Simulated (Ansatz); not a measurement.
BaCaLaSbO6: field gradients at two levels of theory

Cell: a computed structure from the Materials Project (it need not be an observed phase).

```yaml
crystal:
  lattice:
    - [6.00926, 0.00000, 0.00000]
    - [-0.01672, 6.07404, 0.00000]
    - [-0.10357, -0.06733, 8.58417]
  atoms:
    - { symbol: Ba, position: [0.50505, 0.53149, 0.25078] }
    - { symbol: Ba, position: [0.49495, 0.46851, 0.74922] }
    - { symbol: Ca, position: [0.99063, 0.03990, 0.25546] }
    - { symbol: Ca, position: [0.00937, 0.96010, 0.74454] }
    - { symbol: La, position: [0.00000, 0.50000, 0.00000] }
    - { symbol: La, position: [0.50000, 0.00000, 0.50000] }
    - { symbol: Sb, position: [0.50000, 0.00000, 0.00000] }
    - { symbol: Sb, position: [0.00000, 0.50000, 0.50000] }
    - { symbol: O, position: [0.23171, 0.18555, 0.93420] }
    - { symbol: O, position: [0.27223, 0.69085, 0.52590] }
    - { symbol: O, position: [0.76829, 0.81445, 0.06580] }
    - { symbol: O, position: [0.72777, 0.30915, 0.47410] }
    - { symbol: O, position: [0.30967, 0.73169, 0.95888] }
    - { symbol: O, position: [0.17648, 0.22172, 0.55639] }
    - { symbol: O, position: [0.69033, 0.26831, 0.04112] }
    - { symbol: O, position: [0.82352, 0.77828, 0.44361] }
    - { symbol: O, position: [0.38680, 0.99979, 0.22608] }
    - { symbol: O, position: [0.06297, 0.43669, 0.27185] }
    - { symbol: O, position: [0.61320, 0.00021, 0.77392] }
    - { symbol: O, position: [0.93703, 0.56331, 0.72815] }
```

Atoms are numbered from 1 in the order listed; like atoms form one site, named after its first atom.

First run. All values are calculated (Ansatz; DFT, PBE, plane waves and PAW, scalar-relativistic, 420 eV cutoff, Γ-centred 4×4×3 k-points, Fermi–Dirac smearing 0.02 eV), not measured.

```json
{"site": "Ba", "atom": "1", "V_zz (10²¹ V/m²)": "-4.92", "η": "0.99"}
{"site": "Ca", "atom": "3", "V_zz (10²¹ V/m²)": "-3.59", "η": "0.10"}
{"site": "La5", "atom": "5", "V_zz (10²¹ V/m²)": "-9.61", "η": "0.52"}
{"site": "La6", "atom": "6", "V_zz (10²¹ V/m²)": "-8.04", "η": "0.37"}
{"site": "Sb7", "atom": "7", "V_zz (10²¹ V/m²)": "-3.23", "η": "0.85"}
{"site": "Sb8", "atom": "8", "V_zz (10²¹ V/m²)": "-3.18", "η": "0.44"}
{"site": "O9", "atom": "9", "V_zz (10²¹ V/m²)": "7.69", "η": "0.07"}
{"site": "O10", "atom": "10", "V_zz (10²¹ V/m²)": "7.17", "η": "0.32"}
{"site": "O13", "atom": "13", "V_zz (10²¹ V/m²)": "7.41", "η": "0.38"}
{"site": "O14", "atom": "14", "V_zz (10²¹ V/m²)": "7.48", "η": "0.13"}
{"site": "O17", "atom": "17", "V_zz (10²¹ V/m²)": "7.51", "η": "0.07"}
{"site": "O18", "atom": "18", "V_zz (10²¹ V/m²)": "7.64", "η": "0.20"}
```

Second run. The same atoms and settings, except that spin–orbit coupling is included (fully relativistic PAW files).

**Question.** What does the second run give?

**Answer.** 

| site | atom | V_zz | η | change of V_zz |
| --- | --- | --- | --- | --- |
| Ba | 1 | -4.93 | 0.99 | -0.01 |
| Ca | 3 | -3.59 | 0.10 | 0.00 |
| La5 | 5 | -9.63 | 0.52 | -0.02 |
| La6 | 6 | -8.05 | 0.37 | -0.01 |
| Sb7 | 7 | -3.19 | 0.86 | +0.04 |
| Sb8 | 8 | -3.15 | 0.44 | +0.03 |
| O9 | 9 | 7.71 | 0.07 | +0.02 |
| O10 | 10 | 7.20 | 0.32 | +0.03 |
| O13 | 13 | 7.44 | 0.38 | +0.03 |
| O14 | 14 | 7.50 | 0.13 | +0.02 |
| O17 | 17 | 7.53 | 0.07 | +0.02 |
| O18 | 18 | 7.66 | 0.20 | +0.02 |

The largest change of V_zz is on Sb7, from -3.23 to -3.19. In per cent, |V_zz| changes by 0 on Ba, 0 on Ca, 0 on La, -1 on Sb, 0 on O (all sites that start above 0.5).

With these PAW files V_zz is typically within 2 to 3 % of all-electron values, but misses above 10 % occur on Sb.
